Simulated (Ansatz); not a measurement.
What DFT gives for HfFe6Ge6

```xyz
13
Lattice="5.1010 0.0000 0.0000 -2.5505 4.4176 0.0000 0.0000 0.0000 8.1362" Properties=species:S:1:pos:R:3 pbc="T T T"
Hf    0.0000    0.0000    0.0000
Ge   -0.0003    2.9452    4.0681
Ge    2.5503    1.4724    4.0681
Ge   -0.0003    2.9452    0.0000
Ge    2.5503    1.4724    0.0000
Ge    0.0000    0.0000    2.7744
Ge    0.0000    0.0000    5.3617
Fe    2.5505    0.0000    2.0178
Fe    1.2753    2.2088    2.0178
Fe   -1.2753    2.2088    2.0178
Fe   -1.2753    2.2088    6.1184
Fe    1.2753    2.2088    6.1184
Fe    2.5505    0.0000    6.1184
```

Level: r2SCAN, no spin polarisation; 500 eV; 8×8×4 Γ-centred mesh; fermi-dirac occupations (width 0.1 eV); Ansatz 0.2.0, fixed geometry.

Problem. Is the cell too large or too small?

Solution. The pressure is -14.7 GPa (compression positive), so with the atoms held at these fractions the cell would first shrink. The principal stresses -20.7, -11.7, -11.7 GPa differ, so its shape would change too.

Problem. Which element gives electrons and which takes them?

Solution. Bader charges in e: Hf +1.68, Fe -0.00, Ge -0.54 to -0.01. In the mean Hf gives up most and Ge takes most.

Problem. What is the formation energy?

Solution. 0.20 eV an atom against the elements' usual phases (free molecules for gases, crystals otherwise, with no correction for O₂ or N₂), so at this geometry it isn't bound against them. Relaxing would lower it.

Problem. Is there a gap?

Solution. It is a metal, with about 24 states/eV a cell as the mean within 0.25 eV of the Fermi level, mostly Fe d (90 %).

Problem. What do density and ELF say about some of the short contacts?

Solution. Ge–Fe at 2.50 Å: least valence density 0.37 e/Å³ and ELF 0.32 there. Fe–Fe at 2.55 Å: least valence density 0.33 e/Å³ and ELF 0.32 there. Ge–Ge at 2.59 Å: least valence density 0.43 e/Å³ and ELF 0.81 there. Both are smooth PAW fields, read partly inside the augmentation spheres.

Origin: a database entry at a rescaled volume. Caveats: no spin polarisation, so a magnetic state may lie lower; atoms or cell far from equilibrium.
